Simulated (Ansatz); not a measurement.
Relaxing a structure of Ni

The start is a randomly generated symmetric cell of Ni (space group No. 123). Cell shape, volume and atoms are optimised at zero target pressure with r2SCAN (plane waves to 500 eV, PAW, scalar-relativistic; Ansatz, a quantum-chemistry and plane-wave program). The first steps use a coarse 12×12×19 k-mesh.

Initial structure:
```yaml
crystal:
  lattice:
    - [2.68796, 0.00000, 0.00000]
    - [0.00000, 2.68796, 0.00000]
    - [0.00000, 0.00000, 1.69710]
  atoms:
    - { symbol: Ni, position: [0.50000, 0.50000, 0.50000] }
```
Spin-polarised start, with parallel moments on Ni.

Question: By how much does the energy per atom fall from start to end?

Answer: About 2.8 eV/atom.

Question: How do the shortest distances between atoms change?

Answer: The closest pairs of elements (up to four, under 3.6 Å), start → end: Ni–Ni 1.70 → 2.31 Å.

Question: What band gap does the relaxed structure have at this level?

Answer: Zero (metallic).

Question: What magnetic moments remain?

Answer: Net 0.84 μB/atom, ferromagnetic.

Question: Write out the relaxed structure.

Answer: 
Space group Pm-3m (No. 221); a = 2.3051 Å, b = 2.3051 Å, c = 2.3051 Å, α = 90.00°, β = 90.00°, γ = 90.00°

```tsv
atom	site	symmetry	x	y	z
Ni	1b	m-3m	0.5000	0.5000	0.5000
```

Final values are on a 20×20×20 k-mesh of the relaxed cell. The start holds a very short contact (Ni–Ni 1.70 Å). Spin state reached: ferromagnetic (net 0.84 μB/atom), from parallel starting moments; other spin orders were not run from this start. r2SCAN tends to overstate moments in metals.

The run could not lower the symmetry of its start; a shaken copy of this end point relaxes with r2SCAN to Fm-3m (No. 225), 0.79 eV/atom lower.

The relaxed structure here is a generated cell of Ni: the first start was made by a random draw of sites in a space group, and the end was not matched to a known phase here, so it may be hypothetical. Known forms of Ni include space group No. 225.
